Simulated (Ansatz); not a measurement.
**How far is PAW off for TaN?**

```xyz
2
Lattice="2.9380 0.0000 0.0000 -1.4690 2.5444 0.0000 0.0000 0.0000 2.8253" Properties=species:S:1:pos:R:3 pbc="T T T"
Ta    0.0000    1.6963    1.4127
N     0.0000    0.0000    0.0000
```

Atom numbers follow the list: Ta1, N2.

The geometry is COD entry 1538016, unchecked; take it as a test cell. The listed cell was then made from it by scaling, straining or moving an atom.

No spin–orbit coupling, which matters for the heavy atoms here.

All numbers are computed: DFT, LDA, PAW with Ansatz's default frozen-core files, scalar-relativistic (Ansatz 0.2.0); DFT, LDA, all-electron PAW with datasets made for the crystal, scalar-relativistic (Ansatz 0.2.0); DFT, LDA, all-electron LAPW, scalar-relativistic (Ansatz 0.2.0).

For PAW: a Γ-centred 12×12×10 k mesh, Fermi–Dirac smearing of 0.02 eV, cutoff 420 eV, no spin polarisation; the PAW files were made with PBE, and the program remakes their frozen cores for this functional. The crystal-made all-electron datasets (AE datasets) take a cutoff of 480 eV at this cell. LAPW targets a basis error of 0.25 meV/atom. The Ansatz runs share mesh, smearing and spin set-up. Plane-wave (PAW) pressures include the program's estimate of the Pulay term.

Stress and pressure are positive in compression.

No spin–orbit coupling: at heavy atoms the gradients can be off by tens of per cent for that reason.

In a metal, gradients converge slowly with the k mesh: the values move by tens of per cent from one mesh to another, at times in sign, so only the comparison on one mesh counts.

| quantity | PAW | AE datasets | LAPW |
| --- | --- | --- | --- |
| pressure (GPa) | -3.88 | -3.90 | -3.90 |
| stress xx (GPa) | -8.12 | -8.11 | -8.11 |
| stress zz (GPa) | ? | 4.53 | 4.52 |
| field gradient Vzz at Ta1 (10²¹ V/m²) | ? | ? | – |

(1) What belongs in the row "stress zz (GPa)", column "PAW"?

(2) What belongs in the row "field gradient Vzz at Ta1 (10²¹ V/m²)", column "PAW"?

(3) Fill in "AE datasets" for the row "field gradient Vzz at Ta1 (10²¹ V/m²)".

Results:

(1) 4.59.

(2) 3.18.

(3) 3.97.
